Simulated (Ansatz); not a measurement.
ReO3-type ReF₃

Level of theory: DFT, PBE, scalar-relativistic, collinear spin; plane waves to 420 eV with PAW datasets (Ansatz 0.2.0), Γ-centred 10×10×10 mesh, 0.05 eV Gaussian smearing; PAW files: Ansatz's generated set soft_2.

```
Re F
1.0
     4.07274    0.00000    0.00000
     0.00000    4.07274    0.00000
     0.00000    0.00000    4.07274
Re F
1 3
Direct
  0.00000 0.00000 0.00000
  0.50000 0.00000 0.00000
  0.00000 0.00000 0.50000
  0.00000 0.50000 0.00000
```

This is a trial structure made by placing the elements on a prototype's sites, so it needn't be the stable form. The ideal cubic cell shuts out tilts of the octahedra, which such structures often take.

The geometry is fixed. Moments are started on Re in several ways. q is the propagation vector of an order in a doubled cell, in units of this cell's reciprocal vectors; doubled cells take an equivalent mesh or are counted from a ferromagnetic run in the same cell, unless said otherwise. Energies count from the first row, the state in which the cell was relaxed.

The starts:
- ferromagnetic
- no spin polarisation
- antiparallel, q = (0, 0, 1/2)
- antiparallel, q = (0, 1/2, 1/2)
- antiparallel, q = (1/2, 1/2, 1/2)
- small parallel moments

Which start ends lowest, and how far above it lies the solution without spin polarisation?

Lowest: antiparallel, q = (0, 0, 1/2), though «ferromagnetic» and «small parallel moments (which grew into the full parallel moments)» lie within 0.5 meV/atom, too near to part. Without spin polarisation the energy is 35 meV/atom higher.

```json
{"start": "ferromagnetic", "largest typed moment (μB)": "1.13", "ΔE (meV/atom)": "0.0", "gap on the mesh (eV)": "metal", "P (GPa)": "0.0", "final spin moments (μB)": "Re 1.03; F 0.09"}
{"start": "no spin polarisation", "largest typed moment (μB)": "0.00", "ΔE (meV/atom)": "34.2", "gap on the mesh (eV)": "metal", "P (GPa)": "-2.5", "final spin moments (μB)": "none"}
{"start": "antiparallel, q = (0, 0, 1/2)", "largest typed moment (μB)": "2.00", "ΔE (meV/atom)": "-0.5", "gap on the mesh (eV)": "metal", "P (GPa)": "-0.5", "final spin moments (μB)": "Re 0.94, -0.94; F 0.09, -0.09"}
{"start": "antiparallel, q = (0, 1/2, 1/2)", "largest typed moment (μB)": "2.00", "ΔE (meV/atom)": "3.2", "gap on the mesh (eV)": "metal", "P (GPa)": "-0.9", "final spin moments (μB)": "Re 0.86, -0.86; F 0.08, -0.08"}
{"start": "antiparallel, q = (1/2, 1/2, 1/2)", "largest typed moment (μB)": "2.00", "ΔE (meV/atom)": "22.0", "gap on the mesh (eV)": "metal", "P (GPa)": "-1.3", "final spin moments (μB)": "Re 0.60, -0.71"}
{"start": "small parallel moments", "largest typed moment (μB)": "0.50", "ΔE (meV/atom)": "0.0", "gap on the mesh (eV)": "metal", "P (GPa)": "0.0", "final spin moments (μB)": "Re 1.03; F 0.09"}
```

These starts ended with a net moment, so they aren't compensated antiferromagnets: antiparallel, q = (1/2, 1/2, 1/2).

The program warned that a state may lie lower still than the lowest row, perhaps of another order.

The program noted a lower state or an instability beside: antiparallel, q = (1/2, 1/2, 1/2). The lower rows of the table may be what it saw.

The atoms aren't at rest in: antiparallel, q = (1/2, 1/2, 1/2) (forces up to 0.63 eV/Å), so relaxing would lower that row.

Without spin polarisation the pressure is 2.0 GPa lower than in the lowest state, so the magnetic solution wants the larger cell.

Only orders that fit these small cells were tried, so the real crystal's order may be another.

Scalar-relativistic only: spin–orbit splittings of the heavy atoms' levels are missing. Site moments are of spin, integrated over atomic spheres. Compounds of this kind are often insulators, so the metal found may come from the functional, which lacks a U or exact exchange, or from the structure.

A lower state of the open shells can't be excluded.
